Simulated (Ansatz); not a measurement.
Ag (fcc, Cu type)

```yaml
crystal:
  lattice:
    - [0.00000, 4.14857, 4.14857]
    - [2.07429, 0.00000, 2.07429]
    - [2.07429, 2.07429, 0.00000]
  atoms:
    - { symbol: Ag, position: [0.00000, 0.00000, 0.00000] }
    - { symbol: Ag, position: [0.50000, 0.00000, 0.00000] }
```

The atoms are displaced by Q × the pattern below (from a DFPT mode at L = (0.5, 0.0, 0.0), largest move 1; Q in Å), at fixed cell. (q is in reciprocal vectors of the primitive cell; the cell shown is doubled to hold the pattern.)

```json
[
 {"atom": "Ag1", "x": "0.577", "y": "-0.577", "z": "-0.577"},
 {"atom": "Ag2", "x": "-0.577", "y": "0.577", "z": "0.577"}
]
```

These are PBE (plane waves to 420 eV, PAW, scalar-relativistic; Ansatz, a quantum-chemistry and plane-wave program) values and carry that method's errors. k mesh 19×19×19 (Γ-centred), Fermi-Dirac smearing 0.05 eV. The energy includes the smearing's −TS. With partly filled bands, energies and forces of such displacements shift with the k mesh and the smearing. Ag was relaxed with its symmetry unable to fall. The zero of ΔE is the undisplaced structure. The last digit holds for this mesh only.

```csv
Q (Å),ΔE (meV/cell)
-0.180,withheld
-0.150,244.2
-0.120,152.1
-0.090,83.7
-0.060,36.6
-0.030,9.1
0.000,0.0
0.030,9.1
0.060,36.6
0.090,83.7
0.120,152.1
0.150,244.2
0.180,withheld
```

Task: Fit an even polynomial form (powers 2, 4) to the given rows and predict ΔE at Q = -0.180.

Result: Least squares on the 11 given rows: ΔE = (10040)·Q² + (36050)·Q⁴, in meV/cell with Q in Å; root-mean-square residual 0.03 meV/cell. At -0.180 the fit gives 363.1 meV/cell; the calculation gives 363.2 meV/cell, so the extrapolation is off by -0.1 (-0.0 %). The quadratic term alone would give 325.3 meV/cell.

(A displaced cell: forces are minus the slopes of the energy, force constants its curvatures, and phonons follow from these.)
